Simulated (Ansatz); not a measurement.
TiP:
```cif
data_P4Ti4
_chemical_formula_sum 'Ti4 P4'
_space_group_name_H-M_alt 'P63/mmc'
_space_group_IT_number 194
_space_group_name_Hall '-P 6c 2c'
_cell_length_a 3.49566
_cell_length_b 3.49566
_cell_length_c 11.69046
_cell_angle_alpha 90.000
_cell_angle_beta 90.000
_cell_angle_gamma 120.000
loop_
_atom_site_label
_atom_site_type_symbol
_atom_site_symmetry_multiplicity
_atom_site_Wyckoff_symbol
_atom_site_fract_x
_atom_site_fract_y
_atom_site_fract_z
_atom_site_occupancy
Ti1 Ti 4 f 0.33333 0.66667 0.11644 1
P1 P 2 a 0.00000 0.00000 0.00000 1
P2 P 2 d 0.66667 0.33333 0.25000 1
```

Relaxed at zero pressure with the program Ansatz at the r²SCAN level (PAW).

The volume is raised by 3 % and shape and atoms relax at that volume. What pressure results, and how do the axes share the change?

-4.0 GPa; a 1.1 %, b 1.1 %, c 0.8 %; the energy rises by 6 meV/atom.

Give the new structure.


Space group P6₃/mmc (No. 194); a = b = 3.5338 Å, c = 11.7829 Å, α = β = 90.00°, γ = 120.00°

| atom | site | symmetry | x | y | z |
|---|---|---|---|---|---|
| Ti | 4f | 3m. | 0.3333 | 0.6667 | 0.1164 |
| P | 2a | -3m. | 0.0000 | 0.0000 | 0.0000 |
| P | 2d | -6m2 | 0.6667 | 0.3333 | 0.2500 |

The phase is kept; no other phase was compared at this pressure.

Space group P6_3/mmc. The workflow started from an entry of the Crystallography Open Database (COD). Whether it is the stable phase at ambient conditions was not checked. The cell was relaxed with r²SCAN under the symmetry of its start; its stability against distortions is not shown here. No spin polarisation was allowed.

Potentials: the later of the program's two PAW sets.
